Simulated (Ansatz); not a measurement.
Data:

Starting cell, Sr (fcc, Cu type):

```xyz
2
Lattice="0.0000 6.0289 6.0289 3.0145 0.0000 3.0145 3.0145 3.0145 0.0000" Properties=species:S:1:pos:R:3 pbc="T T T"
Sr     0.0000     0.0000     0.0000
Sr     3.0145     6.0289     3.0145
```

The atoms are displaced by Q × the pattern below (from a DFPT mode at L = (0.5, 0.0, 0.0), largest move 1; Q in Å), at fixed cell. (q is in reciprocal vectors of the primitive cell; the cell shown is doubled to hold the pattern.)

```
atom       x       y       z
----  ------  ------  ------
Sr1    0.577  -0.577  -0.577
Sr2   -0.577   0.577   0.577
```

Computed with PBE (plane waves to 420 eV, PAW, scalar-relativistic; Ansatz, an electronic-structure program). k mesh 13×13×13 (Γ-centred), Fermi-Dirac smearing 0.05 eV. The energy includes the smearing's −TS. With partly filled bands, energies and forces of such displacements shift with the k mesh and the smearing. Sr was relaxed with its symmetry unable to fall. The zero of ΔE is the undisplaced structure.

The scan covers Q from -0.180 to 0.180 Å in 13 points.

Problem. Which space group does the distorted structure have?

Solution. R-3m (No. 166), lowered from Fm-3m.

Problem. Is this a single well or a double well?

Solution. A single well with its minimum at or next to zero displacement.

Problem. What is the energy change at Q = 0.180 Å?

Solution. 95 meV/cell.

Problem. What harmonic wavenumber does the curvature at Q = 0 give?

Solution. 95 cm⁻¹.

(A displaced cell: forces are minus the slopes of the energy, force constants its curvatures, and phonons follow from these.)
